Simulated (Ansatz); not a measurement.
# Mn2ZnAs2 in Ansatz, single run

Run with:

```bash
ansatz run input.yaml --threads 1 --pin off --max-ram 2560MiB --backend cpu --events-out ev --progress --plain --runs-dir out
```

input.yaml:

```yaml
crystal:
  lattice:
    - [4.155251, 0.0, 0.0]
    - [-2.077625, 3.598554, 0.0]
    - [0.0, 0.0, 6.662187]
  atoms:
    - { symbol: Mn, position: [0.3333, 0.6667, 0.36944] }
    - { symbol: Mn, position: [0.6667, 0.3333, 0.63056] }
    - { symbol: As, position: [0.3333, 0.6667, 0.76793] }
    - { symbol: As, position: [0.6667, 0.3333, 0.23207] }
    - { symbol: Zn, position: [0.0, 0.0, 0.0] }
  symmetry: { tolerance: 0.0003 }
kpoints:
  mp_grid: { grid: [5, 5, 3], shift: [0, 0, 0] }
magnetization:
  spin_polarized: false
scf:
  occupations: { method: gaussian, width: 0.059 }
hamiltonian:
  pseudopotentials: { kind: paw }
  xc: lda
basis:
  ecutwfc: 420
  ecutrho_ratio: 6
output:
  forces: true
  stress: true
  eigenvalues: true
```

Origin of the cell: a database entry, scaled a little.

Output (shortened):

```
Warning: the atoms were moved onto the symmetric positions of the space group found under crystal.symmetry.tolerance 3.0e-4 (fractional; no operation is sought that the atoms, as they stand i […]
Pseudopotentials: kind: paw
Pseudopotential: Mn, paw, valence charge 15, recommended cutoff 420 eV (normal), Mn.paw.azcp
Pseudopotential: As, paw, valence charge 15, recommended cutoff 420 eV (normal), As.paw.azcp
Pseudopotential: Zn, paw, valence charge 12, recommended cutoff 420 eV (normal), Zn.paw.azcp
Functional definition: SPW92
  exchange = slater_x
  correlation = pw_c
Crystal: 5 atoms, lattice volume = 99.619 Å³
Basis set: ecut = 420 eV, 1913 PW (Γ)
Bands: 44, of which v1, the nominal top of the filled ones, is band 36 counted from 1 (35 counted from 0)
Symmetry: 12 space group operations
Space group: P-3m1 (ITA 164), of the structure as read, at distance tolerance 1.4e-3 Å
k-points: 12 of 75
[… 9 lines left out …]
Initial density: superposition of atomic densities (neutral atoms: chi_scale 0, normalization atom), corrected by the library's trained network
Functional: x = slater, c = lda
SCF iter   1: F=—  HF=-20472.295233 eV  Δρ=1.04e-2  dr2=5.17e-2
SCF iter   2: F=—  HF=-20472.303139 eV  Δρ=1.20e-2  dr2=5.47e-2  defer=18
SCF iter   3: F=—  HF=-20472.290099 eV  Δρ=6.83e-3  dr2=1.67e-2  defer=18
SCF iter   4: F=—  HF=-20472.286829 eV  Δρ=2.06e-3  dr2=3.37e-3  defer=16
SCF iter   5: F=—  HF=-20472.286398 eV  Δρ=6.60e-4  dr2=4.65e-4  defer=16
SCF iter   6: F=—  HF=-20472.286362 eV  Δρ=2.37e-4  dr2=3.04e-5  defer=16
SCF iter   7: F=—  HF=-20472.286349 eV  Δρ=3.37e-5  dr2=7.07e-7  defer=16
SCF iter   8: F=—  HF=-20472.286350 eV  Δρ=1.45e-5  dr2=1.73e-7  defer=16
SCF iter   9: F=-20472.286350 eV  HF=-20472.286350 eV  Δρ=4.44e-6  dr2=2.37e-8
SCF 1 converged in 9 iterations: F = -20472.286350 eV  dr2 = 2.37e-8
SCF converged after 9 iterations
Free energy (F): -20472.286350 eV
Harris-Foulkes:  -20472.286350 eV  (|F-HF|=1.89e-8)
Internal energy: -20472.259265 eV  (E = F + TS)
E sigma→0 (E₀):  -20472.272808 eV
Entropy (-TS):   -0.027084 eV (-5.417 meV/atom)
Fermi energy:    9.421804 eV
--- Per-component energies (eV) ---
  E_band       = -1073.644655
  E_kinetic    = 940.103446
  E_local      = -9736.532089  (includes V_loc(G=0)·N_el)
  E_nonlocal   = -216.034240
  E_hartree    = 4492.159657
  E_xc         = -510.852572
  E_vxc        = -492.390167  (∫ρ·V_xc dr)
  E_paw        = -7754.033089  (= ΣΔE_a)
  E_vpaw       = -553.120985  (= ΣTr[D̂ρ^β])
  E_aug_tail   = 0.000001  (compensation charges beyond the density's cutoff)
  E_ewald      = -7693.545886
  E_core_change = 6.475508  (= ΣΔE_core)
  E_smearing   = -0.027084  (= −TS)
  Σ components = -20472.286350   (vs F -20472.286350, Δ=0.00e0)
--- Forces (eV/Å), atoms counted from 1 ---
  atom   1  Mn     0.000000    -0.000000     0.986507
  atom   2  Mn    -0.000000     0.000000    -0.986507
  atom   3  As    -0.000000     0.000000    -2.242763
  atom   4  As     0.000000    -0.000000     2.242763
  atom   5  Zn    -0.000000     0.000000     0.000000
  max |Σ_I F_I| component: 2.31e-18 eV/Å
--- Stress (GPa, compression-positive) ---
      -22.332958      -0.000000      -0.000000
        0.000000     -22.332958       0.000000
       -0.000000       0.000000     -25.003884
  P = ⅓ Tr σ = -23.2233 GPa (-232.233 kbar)
```

Caveats: no spin polarisation, so a magnetic state may lie lower; the k mesh is coarse if the cell is a metal.

Time: 3.8 s on 1 thread of Arm Neoverse V2, on a shared host, peak memory 0.45 GiB, from the program's own first density.
